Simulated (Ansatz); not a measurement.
Geometry optimisation in Ansatz: input, command and trajectory.

```yaml
crystal:
  lattice:
    - [3.5952885212, -3.1239194837, 0.0]
    - [3.5952885212, 3.1239194837, 0.0]
    - [0.0, 0.0, 8.5094355657]
  atoms:
    - { symbol: Al, position: [0.3178304465, 0.3178304465, 0.0] }
    - { symbol: Al, position: [0.6821695535, 0.6821695535, 0.5] }
    - { symbol: Al, position: [0.6821695535, 0.6821695535, 0.0] }
    - { symbol: Al, position: [0.3178304465, 0.3178304465, 0.5] }
    - { symbol: Al, position: [0.8543041727, 0.1456958273, 0.0960376148] }
    - { symbol: Al, position: [0.1456958273, 0.8543041727, 0.5960376148] }
    - { symbol: Al, position: [0.8543041727, 0.1456958273, 0.4039623852] }
    - { symbol: Al, position: [0.1456958273, 0.8543041727, 0.9039623852] }
    - { symbol: Al, position: [0.0156850948, 0.6250113755, 0.25] }
    - { symbol: Al, position: [0.9843149052, 0.3749886245, 0.75] }
    - { symbol: Al, position: [0.3749886245, 0.9843149052, 0.25] }
    - { symbol: Al, position: [0.6250113755, 0.0156850948, 0.75] }
    - { symbol: Ru, position: [0.5300595504, 0.4699404496, 0.25] }
    - { symbol: Ru, position: [0.4699404496, 0.5300595504, 0.75] }
basis:
  ecutwfc: 500
kpoints:
  mp_grid: { grid: [8, 8, 4] }
hamiltonian:
  xc: r2scan
scf:
  occupations: { method: gaussian, width: 0.1 }
output:
  forces: true
  stress: true
  eigenvalues: true
relax:
  adjacent_minimum: "off"
  f_tol: 0.01
  max_steps: 30
  cell: { stress_tol: 0.1, fix: [volume] }
```

```bash
ansatz run input.yaml --threads 4 --pin off --max-ram 10240MiB --backend cpu --events-out ev --progress --plain --runs-dir out
```

Theory: DFT r2SCAN, scalar-relativistic, plane waves, PAW in Ansatz.

The volume is held at 0.88 times that of the relaxed cell.

Of 5 frames 4 are shown, positions in Å and forces in eV/Å; the SCF threshold varies from step to step. Steps run on the plane waves of an earlier cell, with a Pulay correction in the pressure. The basis is chosen afresh for the last frame, the zero of the energies, and at times for earlier ones too; energy and pressure can step there, also at an unchanged geometry. Where two frames share a geometry here, they differ by under 2 meV/atom and 0.3 GPa.

```xyz
14
Lattice="3.5953 -3.1239 0.0000 3.5953 3.1239 0.0000 0.0000 0.0000 8.5094" Properties=species:S:1:pos:R:3:forces:R:3 pbc="T T T" step=1 free_energy_over_end_meV_per_atom=0.32 pressure_GPa=20.58
Al    2.2854    0.0000    0.0000   -0.0648    0.0000    0.0000
Al    4.9052    0.0000    4.2547    0.0648    0.0000    0.0000
Al    4.9052    0.0000    0.0000    0.0648    0.0000    0.0000
Al    2.2854    0.0000    4.2547   -0.0648    0.0000    0.0000
Al    3.5953   -2.2136    0.8172    0.0000   -0.0527   -0.0866
Al    3.5953    2.2136    5.0719    0.0000    0.0527   -0.0866
Al    3.5953   -2.2136    3.4375    0.0000   -0.0527    0.0866
Al    3.5953    2.2136    7.6922    0.0000    0.0527    0.0866
Al    2.3035    1.9035    2.1274    0.0112    0.0471    0.0000
Al    4.8871   -1.9035    6.3821   -0.0112   -0.0471    0.0000
Al    4.8871    1.9035    2.1274   -0.0112    0.0471    0.0000
Al    2.3035   -1.9035    6.3821    0.0112   -0.0471    0.0000
Ru    3.5953   -0.1878    2.1274    0.0000    0.0942    0.0000
Ru    3.5953    0.1878    6.3821    0.0000   -0.0942    0.0000
14
Lattice="3.6023 -3.1210 0.0000 3.6023 3.1210 0.0000 0.0000 0.0000 8.5008" Properties=species:S:1:pos:R:3:forces:R:3 pbc="T T T" step=2 free_energy_over_end_meV_per_atom=0.04 pressure_GPa=20.40
Al    2.2863    0.0000    0.0000   -0.0043    0.0000    0.0000
Al    4.9184    0.0000    4.2504    0.0043    0.0000    0.0000
Al    4.9184    0.0000    0.0000    0.0043    0.0000    0.0000
Al    2.2863    0.0000    4.2504   -0.0043    0.0000    0.0000
Al    3.6023   -2.2082    0.8117    0.0000    0.0177   -0.0202
Al    3.6023    2.2082    5.0621    0.0000   -0.0177   -0.0202
Al    3.6023   -2.2082    3.4387    0.0000    0.0177    0.0202
Al    3.6023    2.2082    7.6891    0.0000   -0.0177    0.0202
Al    2.3091    1.9124    2.1252    0.0013   -0.0025    0.0000
Al    4.8955   -1.9124    6.3756   -0.0013    0.0025    0.0000
Al    4.8955    1.9124    2.1252   -0.0013   -0.0025    0.0000
Al    2.3091   -1.9124    6.3756    0.0013    0.0025    0.0000
Ru    3.6023   -0.1788    2.1252    0.0000    0.0194    0.0000
Ru    3.6023    0.1788    6.3756    0.0000   -0.0194    0.0000
14
Lattice="3.6029 -3.1237 0.0000 3.6029 3.1237 0.0000 0.0000 0.0000 8.4921" Properties=species:S:1:pos:R:3:forces:R:3 pbc="T T T" step=3 free_energy_over_end_meV_per_atom=0.00 pressure_GPa=20.36
Al    2.2854    0.0000    0.0000    0.0051    0.0000    0.0000
Al    4.9205    0.0000    4.2460   -0.0051    0.0000    0.0000
Al    4.9205    0.0000    0.0000   -0.0051    0.0000    0.0000
Al    2.2854    0.0000    4.2460    0.0051    0.0000    0.0000
Al    3.6029   -2.2066    0.8078    0.0000    0.0108   -0.0054
Al    3.6029    2.2066    5.0538    0.0000   -0.0108   -0.0054
Al    3.6029   -2.2066    3.4383    0.0000    0.0108    0.0054
Al    3.6029    2.2066    7.6843    0.0000   -0.0108    0.0054
Al    2.3101    1.9158    2.1230   -0.0017   -0.0023    0.0000
Al    4.8958   -1.9158    6.3690    0.0017    0.0023    0.0000
Al    4.8958    1.9158    2.1230    0.0017   -0.0023    0.0000
Al    2.3101   -1.9158    6.3690   -0.0017    0.0023    0.0000
Ru    3.6029   -0.1763    2.1230    0.0000   -0.0039    0.0000
Ru    3.6029    0.1763    6.3690    0.0000    0.0039    0.0000
14
Lattice="3.6032 -3.1240 0.0000 3.6032 3.1240 0.0000 0.0000 0.0000 8.4903" Properties=species:S:1:pos:R:3:forces:R:3 pbc="T T T" step=5 free_energy_over_end_meV_per_atom=0.00 pressure_GPa=20.36
Al    2.2856    0.0000    0.0000   -0.0012    0.0000    0.0000
Al    4.9209    0.0000    4.2452    0.0012    0.0000    0.0000
Al    4.9209    0.0000    0.0000    0.0012    0.0000    0.0000
Al    2.2856    0.0000    4.2452   -0.0012    0.0000    0.0000
Al    3.6032   -2.2055    0.8064    0.0000   -0.0005    0.0002
Al    3.6032    2.2055    5.0516    0.0000    0.0005    0.0002
Al    3.6032   -2.2055    3.4388    0.0000   -0.0005   -0.0002
Al    3.6032    2.2055    7.6839    0.0000    0.0005   -0.0002
Al    2.3103    1.9162    2.1226    0.0003    0.0004    0.0000
Al    4.8962   -1.9162    6.3677   -0.0003   -0.0004    0.0000
Al    4.8962    1.9162    2.1226   -0.0003    0.0004    0.0000
Al    2.3103   -1.9162    6.3677    0.0003   -0.0004    0.0000
Ru    3.6032   -0.1760    2.1226    0.0000   -0.0021    0.0000
Ru    3.6032    0.1760    6.3677    0.0000    0.0021    0.0000
```

Time: 62 s on 4 threads of Oxide Virtual Turin-like Processor (Zen 5), on a shared host, peak memory 1.3 GiB.